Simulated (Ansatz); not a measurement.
KI:
Space group Fm-3m (No. 225); a = b = c = 7.1823 Å, α = β = γ = 90.00°

```
atom  site  symmetry       x       y       z
----  ----  --------  ------  ------  ------
K       4a      m-3m  0.0000  0.0000  0.0000
I       4b      m-3m  0.5000  0.5000  0.5000
```
(The calculation used a cell of 2 atoms; values per cell refer to that cell.)

Relaxed with PBE.

### Question
Tabulate the valence density and the electron localisation function along the shortest K–I contact (3.59 Å), plane-wave PAW PBE (Ansatz code).

### Answer


```tsv
distance from K (Å)	density (e/Å³)	ELF
0.36	3.97	0.79
0.54	2.93	0.87
0.72	1.64	0.88
0.90	0.73	0.81
1.08	0.29	0.57
1.26	0.12	0.16
1.44	0.07	0.04
1.62	0.06	0.05
1.80	0.08	0.25
1.98	0.12	0.63
2.15	0.20	0.78
2.33	0.34	0.78
2.51	0.56	0.71
2.69	0.89	0.64
2.87	1.75	0.56
3.05	5.67	0.37
3.23	12.21	0.19
```

The density is the valence pseudo-density with augmentation charge, so density and ELF within about 1 Å of a nucleus are not all-electron values.

Symmetry was held in the PBE relaxation; phonons on a q-mesh show no instability. Scalar-relativistic: spin–orbit coupling is off unless named, which matters more the heavier the elements.

Potentials: the later of the program's two PAW sets.
